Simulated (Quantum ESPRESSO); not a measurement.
# Band energies of Cs$_{2}$CaP$_{2}$O$_{7}$

```
Cs2CaP2O7
1.0
    5.20221    -3.00627     0.00000
    5.20221     3.00627     0.00000
   -3.47465     0.00000     6.64244
O P Ca Cs
7 2 1 2
Cartesian
  4.23039  -1.28247   1.25775
  4.23039   1.28247   1.25775
  2.73032   1.28885   5.25417
  2.73032  -1.28885   5.25417
  2.00703   0.00000   1.43065
  4.94136   0.00000   5.46281
  3.72850   0.00000   3.32049
  3.52023   0.00000   1.70120
  3.50142   0.00000   4.93886
 -3.45540   0.00000   6.64085
  6.95058   0.00000   2.22728
 -0.00387   0.00000   4.41264
```

LDA (pw.x of Quantum ESPRESSO, ONCV potentials, scalar-relativistic); path XΓY,LΓZ,NΓM,RΓ; energies in eV from the valence-band maximum.

```csv
k (1/Å),point,band 36,band 37,band 38,band 39,band 40,band 41,band 42,band 43
0.00,X,-1.08,-0.21,-0.18,-0.13,-0.02,5.91,6.00,6.49
0.24,,-1.00,-0.28,-0.25,-0.20,-0.01,5.15,5.97,6.47
0.47,Γ,-0.88,-0.41,-0.37,-0.22,0.00,4.69,5.99,6.45
0.68,,-0.92,-0.45,-0.38,-0.24,-0.06,5.02,6.08,6.49
1.10,Y,-0.98,-0.62,-0.56,-0.26,-0.13,6.28,6.37,6.75
1.10,L,-1.04,-0.45,-0.34,-0.23,-0.14,6.21,6.42,6.68
1.32,,-1.00,-0.42,-0.31,-0.29,-0.14,5.87,6.20,6.64
1.78,Γ,-0.88,-0.41,-0.37,-0.22,0.00,4.69,5.99,6.45
1.99,,-0.92,-0.47,-0.37,-0.23,-0.06,5.02,6.07,6.50
2.19,,-0.99,-0.58,-0.48,-0.22,-0.13,5.74,6.29,6.59
2.40,Z,-1.00,-0.64,-0.55,-0.25,-0.12,6.24,6.36,6.74
2.40,N,-1.05,-0.45,-0.34,-0.28,-0.10,6.19,6.40,6.71
2.63,,-1.02,-0.41,-0.33,-0.30,-0.11,5.87,6.18,6.63
2.86,,-0.95,-0.40,-0.37,-0.24,-0.05,5.08,6.06,6.50
3.08,Γ,-0.88,-0.41,-0.37,-0.22,0.00,4.69,5.99,6.45
3.25,,-0.91,-0.41,-0.36,-0.24,-0.04,4.92,6.03,6.48
3.42,,-0.96,-0.40,-0.33,-0.27,-0.11,5.46,6.15,6.57
3.59,,-1.01,-0.43,-0.32,-0.26,-0.14,6.06,6.21,6.67
3.76,M,-1.04,-0.45,-0.34,-0.23,-0.14,6.21,6.42,6.68
3.76,R,-0.98,-0.62,-0.56,-0.26,-0.13,6.28,6.37,6.75
3.92,,-0.97,-0.59,-0.51,-0.24,-0.14,5.93,6.36,6.65
4.08,,-0.95,-0.51,-0.42,-0.23,-0.11,5.37,6.19,6.52
4.39,Γ,-0.88,-0.41,-0.37,-0.22,0.00,4.69,5.99,6.45
```

The LDA gap is direct, 4.69 eV at Γ.

Geometry of the Materials Project entry, not relaxed at this level.

The structure is a Materials Project entry; no match was found in the copy of COD used, and its stability was not checked.
